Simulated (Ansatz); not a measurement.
Consider a crystal of ZnGaC₄N₄ in space group P-43m (No. 215), with Zn on 1b; Ga on 1a; C on 4e; N on 4e. The guess for ZnGaC₄N₄ was made by a generator: two interpenetrating cyanide-bridged diamond nets.

Level of theory: Ansatz, DFT PBE, scalar-relativistic, plane waves, PAW. Cutoff 420 eV, Γ-centred mesh, Gaussian smearing, no spin polarisation.

The zero of energy is the elements' standard structures at the same level (N₂ as a molecule); no fitted shifts are applied.

Question: Give the relaxed lattice parameters and positions.

Answer:

Space group P-43m (No. 215). a = 5.896 Å, b = 5.896 Å, c = 5.896 Å, α = 90.00°, β = 90.00°, γ = 90.00°
| atom | site | symmetry | x | y | z |
| --- | --- | --- | --- | --- | --- |
| Zn | 1b | -43m | 0.5000 | 0.5000 | 0.5000 |
| Ga | 1a | -43m | 0.0000 | 0.0000 | 0.0000 |
| C | 4e | .3m | 0.1930 | 0.1930 | 0.1930 |
| N | 4e | .3m | 0.3077 | 0.3077 | 0.3077 |

Around Zn lie 4 N at 1.96 Å; Ga has 4 C at 1.97 Å; around C lie 1 N at 1.17 Å and 1 Ga at 1.97 Å; around N lie 1 C at 1.17 Å and 1 Zn at 1.96 Å. Another local minimum with the same sites may exist.

Question: Where does its energy lie, and is it a metal?

Answer: The formation energy is +0.44 eV/atom and the gap on the 6×6×6 mesh of the 10-atom cell is 0 eV (a metal). The separate elements lie lower, so it is unstable against them.

The last run used Gaussian smearing of 0.10 eV. An odd number of electrons in the primitive cell allows no gap without spin; a larger cell or a magnetic state could open one. The cell is a metal run without spin, though a test with spin on the coarse mesh kept 0.8 μB a cell, so a magnetic state probably lies lower. The reference form of C is held partly by dispersion forces, which this level lacks. A structure relaxed within its symmetry needn't be a true minimum.
